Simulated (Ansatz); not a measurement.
Theory: Ansatz 0.2.0, DFT PBE, scalar-relativistic, plane waves, PAW, and for the lanthanide a 4f-in-core norm-conserving potential. All cells share a 690 eV cutoff and Γ-centred k meshes spaced about 0.3 Å⁻¹ or finer (0.25 for metals, 2π included). No spin polarisation.

Relaxed structures of Li₄TmGe, with energies over the first row. Coordination counts Li or Tm atoms around Ge (for each partner element, those within 1.25 times its shortest distance or 1.15 times the sum of covalent radii, where it is the nearest in units of that sum or under 1.3; a plus sign parts groups by distance over the sum of covalent radii).

```tsv
#	form	sites	V (Å³/atom)	coordination	ΔE (meV/atom)
1	Cmmm	Li 4i, 4j; Tm 2c; Ge 2a	19.7	Ge 4+8	0
2	P6/mmm	Li 4h; Tm 1b; Ge 1a	18.3	Ge 2+12	6
3	P-6m2	Li 1c, 3k; Tm 1e; Ge 1a	18.3	Ge 12	18
4	C2/m	Li 8j; Tm 2c; Ge 2d	20.3	Ge 4+8	23
5	Pmmm	Li 2t, 2q; Tm 1b; Ge 1e	21.5	Ge 4+4	75
```

A further structure, relaxed alike:

```cif
data_structure
_symmetry_space_group_name_H-M 'Cmmm'
_symmetry_Int_Tables_number 65
_cell_length_a 5.0866
_cell_length_b 10.0062
_cell_length_c 4.2182
_cell_angle_alpha 90.000
_cell_angle_beta 90.000
_cell_angle_gamma 90.000
_cell_volume 214.69
loop_
_atom_site_label
_atom_site_type_symbol
_atom_site_symmetry_multiplicity
_atom_site_Wyckoff_symbol
_atom_site_fract_x
_atom_site_fract_y
_atom_site_fract_z
_atom_site_occupancy
Li1 Li 4 i 0.00000 0.34507 0.00000 1
Li2 Li 4 f 0.75000 0.25000 0.50000 1
Tm1 Tm 2 a 0.00000 0.00000 0.00000 1
Ge1 Ge 2 c 0.50000 0.00000 0.50000 1
```

Question: Place it among the others.

Answer: It falls between rows 4 and 5, 59 meV/atom above row 1, with space group Cmmm (No. 65) and 17.9 Å³/atom. Counting Li or Tm atoms around Ge, this cell has Ge 12 and row 1 has Ge 4+8. Li on a site of symmetry m2m has 2 Ge at 2.62 Å, 4 Li at 2.64 Å, 2 Tm at 2.98 Å, 3 Li at 3.10–3.18 Å and 1 Tm at 3.45 Å; Li on a site of symmetry 2/m is surrounded by 6 Li at 2.54–2.64 Å and 2 Ge at 2.81 Å; around Tm lie 4 Li at 2.98 Å, 4 Ge at 3.30 Å and 10 Li at 3.45–3.51 Å; around Ge lie 4 Li at 2.62 Å, 4 Li at 2.81 Å and 4 Tm at 3.30 Å.

For metals, differences of a few meV/atom aren't resolved. Row 1 has imaginary phonons (to 80i cm⁻¹), so it is a saddle point at this level. A kick in its own cell came back all the same. Other cells relaxed within their symmetry can be saddle points.

The lanthanide is trivalent by construction, without f bands, f moments or other valences.
